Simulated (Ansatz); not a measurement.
NbAs (CsCl type, Pm-3m), DFT-PBEsol in the program Ansatz with PAW potentials, all energies at zero smearing, with the estimated change up to a 700 eV cutoff added, with one set of potentials and settings (totals compare only within such a set). Cell of 2 atoms (1 Nb, 1 As): -9309.487 eV.

```tsv
element	reference phase	E (eV/atom)
Nb	Im-3m, 1 atoms in the cell	-4495.4542
As	R-3m, 2 atoms in the cell	-4813.0241
```

Formation energy per atom, worked out: (-9309.487 − 1×(-4495.4542) − 1×(-4813.0241))/2 = -0.505 eV/atom (-49 kJ per mol of atoms), at 0 K, without zero-point energy or fitted corrections.

The cell is a constructed one: a structure type filled with these elements; neither database checked (COD, Materials Project) lists it. COD files the formula under space group No. 109, so this cell is another polymorph or a model. Its standing as an ambient phase is unchecked. The PBEsol relaxation kept the symmetry of its start; of distortions, only those at the zone centre were tested. No spin polarisation was allowed. The references are the lowest solids computed at this level, not always the standard phases.

Potentials: the later of the program's two PAW sets.
